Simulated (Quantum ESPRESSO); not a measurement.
## Hf3TaO7N (convergence and cost over cutoff and k mesh)

Simulated, not a measurement. The program is pw.x of Quantum ESPRESSO 7.5 (plane-wave density functional theory). The cell is made up: 12 atoms on a rutile lattice, with randomly drawn elements, strain and displacements, not relaxed. PseudoDojo standard norm-conserving files (v0.5 for PBE, v0.4.1 for LDA and PBEsol) set the functional; there is no spin polarisation, spin-orbit coupling or dispersion term, and the masses in the input are unused placeholders. A spin-polarised start on this cell or one of its family kept no moment.

The hafnium pseudopotential is less sure than the others, with forces about 3 percent (worst 6) and pressure in oxides about 1.5 GPa (worst 2.7) from a second method in checks, which no rerun with the same files tests.

Input of the run in row 2:

```
&control calculation='scf', pseudo_dir='./dojo.nc.sr.pbe.v0_5.standard.upf', outdir='./o', disk_io='low', tprnfor=.true., tstress=.true. /
&system ibrav=0, nat=12, ntyp=4, nbnd=54, ecutwfc=84.00895049, nosym=.true., tot_charge=0,
 occupations='smearing', smearing='fd', degauss=0.0018374661
/
&electrons conv_thr=7.350e-09, electron_maxstep=60, /
ATOMIC_SPECIES
Hf 1.0 Hf.upf
N 1.0 N.upf
O 1.0 O.upf
Ta 1.0 Ta.upf
CELL_PARAMETERS angstrom
4.8587 -0.0945 0.0161
-0.0945 4.7648 0.0348
0.0212 0.046 6.3211
ATOMIC_POSITIONS angstrom
Hf -0.0315 -0.0432 0.0169
Hf 2.2986 2.2027 1.6115
Ta -0.03 0.0407 3.0285
Hf 2.4642 2.414 4.8313
O 1.5501 1.3476 0.013
O 3.351 3.1341 0.0806
O 3.986 0.8625 1.6287
O 0.918 3.7424 1.6089
O 1.4525 1.402 3.1929
O 3.2958 3.296 3.2302
N 4.0619 0.9823 4.8776
O 0.7939 3.9237 4.7841
K_POINTS automatic
5 5 4 1 1 1
```

The same cell was run at these settings. Meshes are shifted by half a step, and differences are from the last row, which is itself not exact.

| cutoff (eV) | k mesh | k points solved | threshold (eV) | free energy less the last row's (eV) | pressure (GPa) | largest stress difference (GPa) | largest force difference (eV/Å) | iterations | wall time (s) | k-point pools | processor |
| --- | --- | --- | --- | --- | --- | --- | --- | --- | --- | --- | --- |
| 800 | 2 x 2 x 2 | 4 | 1e-04 | 1.128 | 1.91 | 8.73 | 0.040 | 13 | 21 | 4 | Intel Xeon, 2023 or later |
| 1143 | 5 x 5 x 4 | 50 | 1e-07 | 0.004 | 10.34 | 0.03 | 0.002 | 16 | 269 | 4 | Intel Xeon, 2023 or later |
| 1437 | 7 x 7 x 6 | 147 | 1e-07 | 0.000 | 10.36 | 0.00 | 0.000 | 16 | 1324 | 4 | Intel Xeon, 2023 or later |

Each pool is one process. Wall times include start-up and a band step at six k points, which weighs most on the coarsest meshes. The runs were on shared virtual cores whose load varied, so times are rough.